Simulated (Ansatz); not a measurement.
CdTe:
```
CELL_PARAMETERS angstrom
      0.00000     2.96466     2.96466
      2.96466     0.00000     2.96466
      2.96466     2.96466     0.00000
ATOMIC_POSITIONS crystal
  Cd 0.00000 0.00000 0.00000
  Te 0.50000 0.50000 0.50000
```

This is the LDA-relaxed structure.

Problem. All from the program Ansatz at the LDA level (PAW), unless another level is named. Estimate the Hill bulk and shear moduli.

Solution. 62.5 and 24.8 GPa.

Problem. What about the highest zone-centre frequency?

Solution. 93 cm⁻¹.

Space group Fm-3m (rock salt). This is a known high-pressure phase of the composition, computed here at zero pressure and temperature. The LDA relaxation kept the symmetry of its start; of distortions, only those at the zone centre were tested. As this level gives no gap, shear constants depend on the k-mesh and smearing (Fermi–Dirac, 0.1 eV here). As this level gives no gap, phonon frequencies hold no LO–TO term and depend on the k-mesh and smearing (Fermi–Dirac, 0.1 eV here). Scalar-relativistic: spin–orbit coupling is off unless named, which matters more the heavier the elements.

Potentials: the later of the program's two PAW sets.
